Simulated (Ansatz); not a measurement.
A relaxed cell of Ga2Ge3O is given with its symmetry left out. The cell was found from a structure generator's guess, not taken from experiment.

Method: Ansatz 0.2.0, DFT PBE, scalar-relativistic, plane waves, PAW. Cutoff 420 eV, Γ-centred mesh, Gaussian smearing, no spin polarisation.

```cif
data_structure
_symmetry_space_group_name_H-M 'P 1'
_symmetry_Int_Tables_number 1
_cell_length_a 5.0047
_cell_length_b 5.0047
_cell_length_c 4.9636
_cell_angle_alpha 90.000
_cell_angle_beta 90.000
_cell_angle_gamma 90.000
_cell_volume 124.32
loop_
_atom_site_label
_atom_site_type_symbol
_atom_site_fract_x
_atom_site_fract_y
_atom_site_fract_z
_atom_site_occupancy
Ga1 Ga 0.50000 0.00000 0.00000 1
Ga2 Ga 0.00000 0.50000 0.00000 1
Ge1 Ge 0.50000 0.00000 0.50000 1
Ge2 Ge 0.00000 0.50000 0.50000 1
Ge3 Ge 0.00000 0.00000 0.50000 1
O1 O 0.00000 0.00000 0.00000 1
```

Formation energies are uncorrected and refer to the elements' standard structures at the same level (O₂ as a molecule).

Q: Find its symmetry and describe it.

A: P4/mmm (No. 123). Conventional cell: a = 5.005 Å, c = 4.964 Å. Ga has 2 Ge at 2.48 Å and 2 O at 2.50 Å; Ge on a site of symmetry mmm is surrounded by 2 Ga at 2.48 Å and 2 Ge at 2.50 Å; around Ge on a site of symmetry 4/mmm lie 2 O at 2.48 Å and 4 Ge at 2.50 Å; O has 2 Ge at 2.48 Å and 4 Ga at 2.50 Å.

Q: What is its formation energy per atom?

A: +0.14 eV/atom. It can't be a ground state, since the elements alone are lower.

Q: Is it a metal?

A: Yes, bands cross the Fermi level on the 8×8×8 mesh.

The last run used an 8×8×8 mesh for its 6-atom cell and Gaussian smearing of 0.10 eV. Symmetry constrained the relaxation, so the result can be a saddle point. Another cell of Ga2Ge3O relaxed alike, in P4mm, lies 0.30 eV/atom lower, so this cell isn't the stable form at this level.
